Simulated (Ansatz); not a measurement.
According to DFT-PBE in the program Ansatz with PAW potentials, Cu in the tetragonal phase (P4_2/mnm; Pearson symbol tP30) relaxes to a = 8.843 Å, c = 4.684 Å.

Electronic character: metallic (no gap).

The bulk modulus is 134 GPa.

The start of the workflow was typed in or built on a structure type; neither database checked (COD, Materials Project) lists it. It is not the phase usual at ambient conditions (space group No. 225). Symmetry was held in the PBE relaxation; its stability against distortions is not shown here. No spin polarisation was allowed. Axis ratios of metals converge slowly with the k-mesh, so a and c are less sure than the volume.

Potentials: the later of the program's two PAW sets.
